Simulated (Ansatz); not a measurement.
## 4 guesses for K₂Sm and where they end

Method: Ansatz, DFT PBE, scalar-relativistic, plane waves, PAW, and for the lanthanide a 4f-in-core norm-conserving potential. All cells share a 690 eV cutoff and Γ-centred k meshes spaced at most about 0.3 Å⁻¹ (about 0.25 or finer for metals, 2π included). No spin polarisation in the final relaxations.

Each guess was relaxed in cell and atoms at zero pressure, within the symmetry of its start. Temperature and zero-point effects are left out. Coordination counts all near atoms (those within 1.25 times the shortest distance at each site; a plus sign parts nearer from farther groups).

```csv
guess,made from,start group,V start (Å³/atom),end group,V end (Å³/atom),coordination at the end,gap on mesh (eV),E over the lowest end (meV/atom)
1,Ti2H type,Pn-3m,34.8,Pn-3m (cuprite),126.4,"K 2, Sm 4",0,877
2,HfB2 type,P6/mmm,28.3,P6/mmm,51.2,"K 5+6, Sm 2+12",0,0
3,LaIr2 type,Fd-3m,31.9,?,?,?,?,?
4,random cell,Fm-3m,35.3,Fm-3m (fluorite),70.8,"K 4+6, Sm 8",0,501
```

Guess 3 as it starts:

```
K Sm
1.0
     0.00000    4.57262    4.57262
     4.57262    0.00000    4.57262
     4.57262    4.57262    0.00000
K Sm
4 2
Direct
  0.12500 0.12500 0.12500
  0.62500 0.12500 0.12500
  0.12500 0.12500 0.62500
  0.12500 0.62500 0.12500
  0.50000 0.50000 0.50000
  0.75000 0.75000 0.75000
```

Problem. Fill in the missing row: what does this guess relax into, and where does it rank?

Solution. It ends in the cubic Laves (C15) type, space group Fd-3m (No. 227), with a = 10.541 Å, 48.8 Å³/atom and no gap. It lies 118 meV/atom over the lowest end, above guess 2 and below guess 4. Counting all near atoms, this end has K 6+6, Sm 16 and the lowest (guess 2) has K 5+6, Sm 2+12.

```
CELL_PARAMETERS angstrom
0.00000 5.27039 5.27039
5.27039 0.00000 5.27039
5.27039 5.27039 0.00000
ATOMIC_POSITIONS crystal
K 0.12500 0.12500 0.12500
K 0.62500 0.12500 0.12500
K 0.12500 0.12500 0.62500
K 0.12500 0.62500 0.12500
Sm 0.50000 0.50000 0.50000
Sm 0.75000 0.75000 0.75000
```

Energies over the elements count from the elements' standard structures at the same level, with no fitted energy shifts.

Problem. Is the lowest end bound against the elements?

Solution. No: its formation energy is +0.53 eV/atom. The separate elements lie lower, so it is unstable against them.

With atoms moved at random, P6/mmm came back. Other cells relaxed within their symmetry can be saddle points. A lower structure may well exist outside this small set. Some candidate types were left out of the draw beforehand, so a known form may be missing.

The lanthanide is trivalent by construction, without f bands, f moments or other valences. The reference runs of the other elements, and any phases without the lanthanide, used 420 eV, which shifts energies against them by under 10 meV/atom. The lanthanide's reference is the lowest of its hcp, dhcp and fcc cells.
